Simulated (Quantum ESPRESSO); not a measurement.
## Al3SiNO5 (one run as intended and one with a planted mistake)

Computed values, not a measurement. The program is pw.x of Quantum ESPRESSO 7.5 (plane-wave density functional theory). The cell is made up: 10 atoms on a corundum lattice, with randomly drawn elements, strain and displacements, not relaxed. PseudoDojo standard norm-conserving files (v0.5 for PBE, v0.4.1 for LDA and PBEsol) set the functional; there is no spin polarisation, spin-orbit coupling or dispersion term, and the masses in the input are unused placeholders.

Intended input:

```
&control calculation='scf', pseudo_dir='./dojo.nc.sr.pbe.v0_5.standard.upf', outdir='./o', disk_io='low', tprnfor=.true., tstress=.true. /
&system ibrav=0, nat=10, ntyp=4, nbnd=30, ecutwfc=84.00895049, nosym=.true., tot_charge=0,
 occupations='smearing', smearing='fd', degauss=0.0018374661
/
&electrons conv_thr=7.350e-09, electron_maxstep=60, /
ATOMIC_SPECIES
Al 1.0 Al.upf
N 1.0 N.upf
O 1.0 O.upf
Si 1.0 Si.upf
CELL_PARAMETERS angstrom
2.4529 1.4162 4.4605
-2.4529 1.4162 4.4605
0.0 -2.8324 4.4605
ATOMIC_POSITIONS angstrom
Al -0.002 -0.024 4.7565
Si 0.0947 -0.0307 2.0402
Al -0.0324 -0.0149 8.679
Al -0.029 0.0133 11.3966
N -0.9998 1.4615 7.8366
O -0.7433 -1.7133 7.8876
O 1.7939 0.0331 7.8055
O 1.0515 -1.5077 5.4588
O 0.7485 1.5446 5.4848
O -1.6859 0.0457 5.5579
K_POINTS automatic
5 5 5 1 1 1
```

The log is shortened where brackets say so; the opening notice, blank lines, dates and the lines on written files are dropped, and the path of the files is cut. It prints rydbergs, bohrs and kilobars, and counts compression as positive stress. Where no state is partly filled, the Fermi energy that it prints is only some level between the filled and the empty states on the mesh, and need not lie in the true gap.

Log of the intended run:

```
     Program PWSCF v.7.5
     Parallel version (MPI & OpenMP), running on       4 processor cores
     Number of MPI processes:                 4
     Threads/MPI process:                     1
     [start-up lines left out]
     bravais-lattice index     =            0
     lattice parameter (alat)  =       9.9849  a.u.
     unit-cell volume          =     627.3875 (a.u.)^3
     number of atoms/cell      =           10
     number of atomic types    =            4
     number of electrons       =        48.00
     number of Kohn-Sham states=           30
     kinetic-energy cutoff     =      84.0090  Ry
     charge density cutoff     =     336.0358  Ry
     scf convergence threshold =      7.3E-09
     mixing beta               =       0.7000
     number of iterations used =            8  plain     mixing
     Exchange-correlation= PBE
                           (   1   4   3   4   0   0   0)
     [axes and pseudopotential details left out]
   Cartesian axes
     site n.     atom                  positions (alat units)
         1        Al     tau(   1) = (  -0.0003785  -0.0045422   0.9002067  )
         2        Si     tau(   2) = (   0.0179228  -0.0058102   0.3861246  )
         3        Al     tau(   3) = (  -0.0061320  -0.0028199   1.6425720  )
         4        Al     tau(   4) = (  -0.0054885   0.0025171   2.1569001  )
         5        N      tau(   5) = (  -0.1892204   0.2766009   1.4831409  )
         6        O      tau(   6) = (  -0.1406756  -0.3242561   1.4927931  )
         7        O      tau(   7) = (   0.3395103   0.0062644   1.4772550  )
         8        O      tau(   8) = (   0.1990050  -0.2853446   1.0331227  )
         9        O      tau(   9) = (   0.1416598   0.2923282   1.0380434  )
        10        O      tau(  10) = (  -0.3190704   0.0086491   1.0518782  )
     number of k points=    63  Fermi-Dirac smearing, width (Ry)=  0.0018
                       cart. coord. in units 2pi/alat
        k(    1) = (   0.0000000   0.0000000   0.1184573), wk =   0.0320000
        k(    2) = (   0.0000000  -0.2487307   0.1974288), wk =   0.0320000
     [further k points left out]
     Dense  grid:    65191 G-vectors     FFT dimensions: (  60,  60,  60)
     Estimated max dynamical RAM per process >     150.50 MB
     Estimated total dynamical RAM >     554.24 MB
     Initial potential from superposition of free atoms
     starting charge      47.9920, renormalised to      48.0000
     Starting wfcs are   40 randomized atomic wfcs
     total cpu time spent up to now is        3.0 secs
     per-process dynamical memory:   120.5 Mb
     Self-consistent Calculation
     iteration #  1     ecut=    84.01 Ry     beta= 0.70
     Davidson diagonalization with overlap
     ethr =  1.00E-02,  avg # of iterations =  3.1
     total cpu time spent up to now is        8.1 secs
     total energy              =    -208.38362418 Ry
     estimated scf accuracy    <       2.31467551 Ry
     iteration #  2     ecut=    84.01 Ry     beta= 0.70
     Davidson diagonalization with overlap
     ethr =  4.82E-03,  avg # of iterations =  2.0
     total cpu time spent up to now is       13.0 secs
     total energy              =    -209.04653190 Ry
     estimated scf accuracy    <       1.82932319 Ry
     [iterations 3 to 10 left out]
     iteration # 11     ecut=    84.01 Ry     beta= 0.70
     Davidson diagonalization with overlap
     ethr =  8.26E-10,  avg # of iterations =  2.0
     total cpu time spent up to now is       56.1 secs
     total energy              =    -209.37761328 Ry
     estimated scf accuracy    <       0.00000002 Ry
     iteration # 12     ecut=    84.01 Ry     beta= 0.70
     Davidson diagonalization with overlap
     ethr =  3.64E-11,  avg # of iterations =  2.0
     total cpu time spent up to now is       60.4 secs
     End of self-consistent calculation
     [lines on levels left out]
     the Fermi energy is    10.2548 ev
!    total energy              =    -209.37761328 Ry
     estimated scf accuracy    <          3.4E-09 Ry
     smearing contrib. (-TS)   =       0.00000000 Ry
     internal energy E=F+TS    =    -209.37761328 Ry
     The total energy is F=E-TS. E is the sum of the following terms:
     one-electron contribution =     -35.27825247 Ry
     hartree contribution      =      51.58830476 Ry
     xc contribution           =     -58.39482561 Ry
     ewald contribution        =    -167.29283995 Ry
     convergence has been achieved in  12 iterations
     Forces acting on atoms (cartesian axes, Ry/au):
     atom    1 type  1   force =     0.05586255    0.00700481   -0.06026336
     atom    2 type  4   force =     0.04078677    0.00869312    0.07797653
     atom    3 type  1   force =     0.01024006    0.00558842   -0.08295033
     atom    4 type  1   force =     0.02055476   -0.07573017    0.04599764
     atom    5 type  2   force =     0.00172382   -0.04084727   -0.06466155
     atom    6 type  3   force =    -0.03134621    0.06136274   -0.11113543
     atom    7 type  3   force =    -0.05495850    0.05273220   -0.02013025
     atom    8 type  3   force =    -0.09729835    0.01031832    0.08909134
     atom    9 type  3   force =     0.07990316    0.03237228    0.09359751
     atom   10 type  3   force =    -0.02546806   -0.06149446    0.03247789
     Total force =     0.313461     Total SCF correction =     0.000019
     Computing stress (Cartesian axis) and pressure
          total   stress  (Ry/bohr**3)                   (kbar)     P=     -112.57
  -0.00083254   0.00009580  -0.00017900         -122.47       14.09      -26.33
   0.00009580  -0.00055359   0.00013794           14.09      -81.44       20.29
  -0.00017900   0.00013794  -0.00090956          -26.33       20.29     -133.80
     init_run     :      2.82s CPU      2.91s WALL (       1 calls)
     electrons    :     56.86s CPU     57.41s WALL (       1 calls)
     forces       :      0.79s CPU      0.81s WALL (       1 calls)
     stress       :      2.68s CPU      2.70s WALL (       1 calls)
     [timing details left out]
     PWSCF        :   1m 3.24s CPU   1m 3.95s WALL
     JOB DONE.
```

A second run has one planted mistake: the files are those of another functional. The input lines that differ, file-writing options aside:

```
- &control calculation='scf', pseudo_dir='./dojo.nc.sr.pbe.v0_5.standard.upf', outdir='./o', disk_io='low', tprnfor=.true., tstress=.true. /
+ &control calculation='scf', pseudo_dir='./dojo.nc.sr.pbesol.v0_4_1.standard.upf', outdir='./o', disk_io='low', tprnfor=.true., tstress=.true. /
```

Its log:

```
     Program PWSCF v.7.5
     Parallel version (MPI & OpenMP), running on       4 processor cores
     Number of MPI processes:                 4
     Threads/MPI process:                     1
     [start-up lines left out]
     bravais-lattice index     =            0
     lattice parameter (alat)  =       9.9849  a.u.
     unit-cell volume          =     627.3875 (a.u.)^3
     number of atoms/cell      =           10
     number of atomic types    =            4
     number of electrons       =        48.00
     number of Kohn-Sham states=           30
     kinetic-energy cutoff     =      84.0090  Ry
     charge density cutoff     =     336.0358  Ry
     scf convergence threshold =      7.3E-09
     mixing beta               =       0.7000
     number of iterations used =            8  plain     mixing
     Exchange-correlation= PBESOL
                           (   1   4  10   8   0   0   0)
     [axes and pseudopotential details left out]
   Cartesian axes
     site n.     atom                  positions (alat units)
         1        Al     tau(   1) = (  -0.0003785  -0.0045422   0.9002067  )
         2        Si     tau(   2) = (   0.0179228  -0.0058102   0.3861246  )
         3        Al     tau(   3) = (  -0.0061320  -0.0028199   1.6425720  )
         4        Al     tau(   4) = (  -0.0054885   0.0025171   2.1569001  )
         5        N      tau(   5) = (  -0.1892204   0.2766009   1.4831409  )
         6        O      tau(   6) = (  -0.1406756  -0.3242561   1.4927931  )
         7        O      tau(   7) = (   0.3395103   0.0062644   1.4772550  )
         8        O      tau(   8) = (   0.1990050  -0.2853446   1.0331227  )
         9        O      tau(   9) = (   0.1416598   0.2923282   1.0380434  )
        10        O      tau(  10) = (  -0.3190704   0.0086491   1.0518782  )
     number of k points=    63  Fermi-Dirac smearing, width (Ry)=  0.0018
                       cart. coord. in units 2pi/alat
        k(    1) = (   0.0000000   0.0000000   0.1184573), wk =   0.0320000
        k(    2) = (   0.0000000  -0.2487307   0.1974288), wk =   0.0320000
     [further k points left out]
     Dense  grid:    65191 G-vectors     FFT dimensions: (  60,  60,  60)
     Estimated max dynamical RAM per process >     150.50 MB
     Estimated total dynamical RAM >     554.24 MB
     Initial potential from superposition of free atoms
     starting charge      47.9924, renormalised to      48.0000
     Starting wfcs are   40 randomized atomic wfcs
     total cpu time spent up to now is        3.1 secs
     per-process dynamical memory:   120.5 Mb
     Self-consistent Calculation
     iteration #  1     ecut=    84.01 Ry     beta= 0.70
     Davidson diagonalization with overlap
     ethr =  1.00E-02,  avg # of iterations =  3.1
     total cpu time spent up to now is        8.5 secs
     total energy              =    -207.91838959 Ry
     estimated scf accuracy    <       2.15643534 Ry
     iteration #  2     ecut=    84.01 Ry     beta= 0.70
     Davidson diagonalization with overlap
     ethr =  4.49E-03,  avg # of iterations =  2.1
     total cpu time spent up to now is       13.6 secs
     total energy              =    -208.53355685 Ry
     estimated scf accuracy    <       1.77331093 Ry
     [iterations 3 to 10 left out]
     iteration # 11     ecut=    84.01 Ry     beta= 0.70
     Davidson diagonalization with overlap
     ethr =  6.75E-10,  avg # of iterations =  2.1
     total cpu time spent up to now is       58.7 secs
     total energy              =    -208.85590109 Ry
     estimated scf accuracy    <       0.00000002 Ry
     iteration # 12     ecut=    84.01 Ry     beta= 0.70
     Davidson diagonalization with overlap
     ethr =  3.20E-11,  avg # of iterations =  2.0
     total cpu time spent up to now is       62.8 secs
     End of self-consistent calculation
     [lines on levels left out]
     the Fermi energy is    10.0537 ev
!    total energy              =    -208.85590109 Ry
     estimated scf accuracy    <          3.1E-09 Ry
     smearing contrib. (-TS)   =       0.00000000 Ry
     internal energy E=F+TS    =    -208.85590109 Ry
     The total energy is F=E-TS. E is the sum of the following terms:
     one-electron contribution =     -34.90682446 Ry
     hartree contribution      =      51.00865981 Ry
     xc contribution           =     -57.66489649 Ry
     ewald contribution        =    -167.29283995 Ry
     convergence has been achieved in  12 iterations
     Forces acting on atoms (cartesian axes, Ry/au):
     atom    1 type  1   force =     0.05472332    0.00682815   -0.06006260
     atom    2 type  4   force =     0.04007650    0.00822168    0.07759067
     atom    3 type  1   force =     0.01087648    0.00476537   -0.08128212
     atom    4 type  1   force =     0.02118624   -0.07448564    0.04436870
     atom    5 type  2   force =    -0.00173857   -0.04016400   -0.06443915
     atom    6 type  3   force =    -0.02925446    0.05769860   -0.10942560
     atom    7 type  3   force =    -0.05242060    0.05522212   -0.02021390
     atom    8 type  3   force =    -0.09481055    0.00801974    0.08848357
     atom    9 type  3   force =     0.07853532    0.03356595    0.09229637
     atom   10 type  3   force =    -0.02717369   -0.05967197    0.03268406
     Total force =     0.308631     Total SCF correction =     0.000019
     Computing stress (Cartesian axis) and pressure
          total   stress  (Ry/bohr**3)                   (kbar)     P=     -160.08
  -0.00114927   0.00009215  -0.00017537         -169.06       13.56      -25.80
   0.00009215  -0.00087961   0.00012829           13.56     -129.39       18.87
  -0.00017537   0.00012829  -0.00123574          -25.80       18.87     -181.78
     init_run     :      2.94s CPU      3.04s WALL (       1 calls)
     electrons    :     59.11s CPU     59.72s WALL (       1 calls)
     forces       :      0.86s CPU      0.88s WALL (       1 calls)
     stress       :      2.88s CPU      2.88s WALL (       1 calls)
     [timing details left out]
     PWSCF        :   1m 5.88s CPU   1m 6.64s WALL
     JOB DONE.
```

```
                                            intended run  run with the mistake
                          free energy (eV)     -2848.728             -2841.629
                    smearing term -TS (eV)        0.0000                0.0000
                            pressure (GPa)        -11.26                -16.01
            largest force component (eV/Å)         2.857                 2.813
largest change of a force component (eV/Å)                               0.094
                                iterations            12                    12
```

For scale, a rerun of the intended cell at a cutoff of 1437 eV and k mesh 7 x 7 x 7 moved values by no more than 0.003 eV in energy, 0.03 GPa in stress and 0.002 eV/Å in force. Files of another functional have another zero of energy, so the energy change says nothing on stability.